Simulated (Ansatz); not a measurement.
ScHg (Pm-3m): what a change of settings does

```xyz
2
Lattice="3.4676 0.0000 0.0000 0.0000 3.4676 0.0000 0.0000 0.0000 3.4676" Properties=species:S:1:pos:R:3 pbc="T T T"
Sc    1.7338    1.7338    1.7338
Hg    0.0000    0.0000    0.0000
```

Computed, not measured; unless marked otherwise by PBEsol, PAW on Ansatz 0.2.0's default frozen-core files (fitted under PBE), scalar-relativistic. k mesh 12×12×12, strains of ±0.008, Fermi-Dirac smearing of 0.100 eV, cutoff 420 eV. The cell was relaxed by PAW under this functional.

With these settings the run gives C11 = 110.5, C44 = 54.3 GPa and B_V = 87.3 GPa (relaxed ions).

**Question.** The run is repeated in the same cell with basis.ecutwfc from its default to 14.7 Ry. What moves, and by how much?

**Answer.** C11: +25.92 %; C44: +35.8 %; B_V: +24.28 %. These settings are too loose or unsuited for a converged value. The cell isn't relaxed anew, and its pressure at the new settings is 6.8 GPa; in its own relaxed cell the change can differ in size and sign.

Keep in mind: frozen-core PAW files fitted under PBE, their cores solved anew for the functional of the run; responses of metals move with mesh and smearing; no spin-orbit coupling on heavy atoms; basis or tolerance not converged; the cell carries a residual stress at this level.
